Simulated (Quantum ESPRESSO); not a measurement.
Band energies of K₂BrOH

```
CELL_PARAMETERS angstrom
      6.83197     0.00000     0.00000
      0.00000     4.31705     0.00000
     -2.67617     0.00000     8.16601
ATOMIC_POSITIONS crystal
  H  0.16382 0.25000 0.78867
  H  0.83618 0.75000 0.21133
  O  0.31419 0.25000 0.82719
  O  0.68581 0.75000 0.17281
  K  0.29089 0.75000 0.03545
  K  0.70911 0.25000 0.96455
  K  0.70577 0.25000 0.38377
  K  0.29423 0.75000 0.61623
  Br 0.18058 0.25000 0.30009
  Br 0.81942 0.75000 0.69991
```

LDA (Quantum ESPRESSO, PseudoDojo norm-conserving, 84 Ry, scalar-relativistic); path ΓYHCEM1AXH1,MDZ,YD; energies in eV from the valence-band maximum.

```
k (1/Å)  point  band 28  band 29  band 30  band 31  band 32  band 33  band 34  band 35
-------  -----  -------  -------  -------  -------  -------  -------  -------  -------
0.00         Γ    -0.62    -0.16    -0.14    -0.11     0.00     3.23     5.35     5.97
0.00         Y    -0.63    -0.30    -0.23    -0.10    -0.08     4.19     4.46     5.89
0.38         H    -0.62    -0.28    -0.16    -0.11    -0.08     4.81     4.95     5.57
0.38         C    -0.63    -0.28    -0.22    -0.12    -0.09     4.71     5.14     5.76
0.57              -0.77    -0.25    -0.19    -0.12    -0.09     4.89     5.28     5.86
0.75              -1.04    -0.20    -0.14    -0.13    -0.09     5.30     5.50     6.01
0.93              -1.10    -0.18    -0.17    -0.08    -0.07     5.66     5.75     5.81
1.11         E    -1.14    -0.18    -0.18    -0.06    -0.06     5.73     5.73     5.96
1.11        M1    -1.14    -0.19    -0.19    -0.05    -0.05     5.62     5.62     6.07
1.36         A    -1.14    -0.17    -0.17    -0.04    -0.04     5.44     5.44     6.20
1.54              -1.12    -0.19    -0.16    -0.06    -0.05     5.34     5.56     6.07
1.90              -0.75    -0.19    -0.12    -0.10    -0.06     4.69     5.30     5.73
2.08         X    -0.61    -0.20    -0.12    -0.06    -0.05     4.50     5.12     5.58
2.08        H1    -0.62    -0.28    -0.16    -0.11    -0.08     4.81     4.95     5.57
2.89         M    -1.14    -0.19    -0.19    -0.05    -0.05     5.62     5.62     6.07
3.08              -1.13    -0.24    -0.24    -0.06    -0.06     5.55     5.55     5.88
3.27         D    -1.09    -0.28    -0.28    -0.07    -0.07     5.48     5.48     5.75
3.66         Z    -1.09    -0.24    -0.24    -0.06    -0.06     5.45     5.45     5.87
3.66         Y    -0.63    -0.30    -0.23    -0.10    -0.08     4.19     4.46     5.89
3.78              -0.70    -0.28    -0.23    -0.10    -0.09     4.28     4.53     5.90
4.02              -1.03    -0.23    -0.20    -0.13    -0.09     4.83     4.98     5.80
4.14              -1.05    -0.25    -0.20    -0.12    -0.08     5.19     5.23     5.68
4.38         D    -1.09    -0.28    -0.28    -0.07    -0.07     5.48     5.48     5.75
```

The LDA gap is direct, 3.23 eV at Γ.

Spin-orbit splittings are left out.

Geometry of the Materials Project entry, not relaxed at this level.

The structure is a Materials Project entry; no match was found in the copy of COD used, and its stability was not checked.
